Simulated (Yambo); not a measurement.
Material: a free-standing SnS$_{2}$ monolayer (symmetry P-3m1, slab cell 15.9 Å high); a = b = 3.6651 Å, c = 15.9000 Å, α = β = 90.00°, γ = 120.00° (3 atoms in the cell). The layer was cut from Materials Project entry mp-1170 and relaxed with PBE+D3(BJ) in a cell 15.9 Å high, with the Coulomb interaction truncated along z.

With PBE (stringent potentials; Quantum ESPRESSO, PseudoDojo norm-conserving, 102 Ry, scalar-relativistic), the gap between the mesh's edge points ((0, 0.167) → M) is 1.574 eV.

What does a G0W0 run in Yambo give for it (6×6×1 Γ-centred k mesh, bands 5 to 125 and a 6 Ry block in the screening, 125 bands in G with the Bruneval-Gonze terminator, plasmon pole fitted at 27.2 eV, slab-truncated Coulomb interaction, stochastic integration of W near q = 0)?

The correction is 1.519 eV, giving 3.093 eV, 2.0 times the PBE value.  Convergence of the G0W0 settings was not tested. Spin-orbit splittings are left out.
